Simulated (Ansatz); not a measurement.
AlP:
```xyz
2
Lattice="0.0000 2.7538 2.7538 2.7538 0.0000 2.7538 2.7538 2.7538 0.0000" Properties=species:S:1:pos:R:3 pbc="T T T"
Al     0.0000     0.0000     0.0000
P      1.3769     1.3769     1.3769
```

Relaxed with PBE. Special points in fractions of this cell's reciprocal vectors: Γ (0.000, 0.000, 0.000); X (0.500, 0.000, 0.500); U (0.625, 0.250, 0.625); K (0.375, 0.375, 0.750); L (0.500, 0.500, 0.500); W (0.500, 0.250, 0.750).

Problem. List the band energies nearest the valence-band maximum at these points for the program Ansatz at the PBE level (PAW).

Solution. In eV from the valence-band maximum; about four levels below and three above (degenerate sets whole), none deeper than 8.9 eV; points with the same levels are listed once.

| k | below | above |
|---|---|---|
| Γ | 0.00 0.00 0.00 | 3.09 4.53 4.53 4.53 |
| X | -5.22 -2.05 -2.05 | 1.63 2.48 10.84 10.84 |
| U | -4.94 -3.31 -1.69 | 2.46 5.07 8.35 |
| L | -5.41 -0.75 -0.75 | 2.72 4.81 4.81 |
| W | -4.85 -3.07 -2.72 | 4.32 5.81 6.12 |

Space group F-43m (zinc blende). Symmetry was held in the PBE relaxation.

Potentials: the later of the program's two PAW sets.
